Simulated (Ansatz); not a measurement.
LaN:
```yaml
crystal:
  lattice:
    - [4.12818, 0.00000, 0.00000]
    - [-2.06409, 3.57511, 0.00000]
    - [0.00000, 0.00000, 5.90002]
  atoms:
    - { symbol: La, position: [0.33333, 0.66667, 0.99747] }
    - { symbol: La, position: [0.66667, 0.33333, 0.49747] }
    - { symbol: N, position: [0.33333, 0.66667, 0.41253] }
    - { symbol: N, position: [0.66667, 0.33333, 0.91253] }
```

Relaxed with HSE06. Special points in fractions of this cell's reciprocal vectors: Γ (0.000, 0.000, 0.000); M (0.500, 0.000, 0.000); K (0.333, 0.333, 0.000); A (0.000, 0.000, 0.500); L (0.500, 0.000, 0.500); H (0.333, 0.333, 0.500).

Problem. List the band energies nearest the valence-band maximum at these points for HSE06 in the plane-wave PAW code Ansatz.

Solution. In eV from the valence-band maximum; about four levels below and three above (degenerate sets whole), none deeper than 8.9 eV; points with the same levels are listed once.

```json
[
 {"k": "Γ", "below": "-1.88 -1.88 -1.59 -0.51", "above": "2.13 3.95 3.95"},
 {"k": "M", "below": "-1.49 -0.80 -0.72 -0.31", "above": "2.61 3.54 4.09"},
 {"k": "K", "below": "-1.55 -1.55 -1.13 -1.13 0.00", "above": "2.45 3.37 4.18 4.18"},
 {"k": "A", "below": "-2.32 -2.32 -2.32 -2.32 -2.07 -2.07", "above": "3.59 3.59 5.34 5.34 5.34 5.34"},
 {"k": "L", "below": "-1.21 -1.21 -0.92 -0.92", "above": "3.62 3.62 5.28 5.28"},
 {"k": "H", "below": "-1.45 -1.45 -0.85 -0.85", "above": "2.98 2.98 5.18 5.18"}
]
```

Space group P6_3mc (wurtzite). The workflow started from a Materials Project entry (that database holds measured and hypothetical structures alike); the Crystallography Open Database copy checked does not list it. COD files the formula under space group No. 225. Its standing as an ambient phase is unchecked. The HSE06 relaxation kept the symmetry of its start; whether a distortion lowers the energy is not shown. The hybrid was solved on a coarse mesh, the path and, where they were found, the r²SCAN edge points; its band edges are the extreme levels among these. Spin–orbit coupling is left out wherever it is not named.

Potentials: the later of the program's two PAW sets.
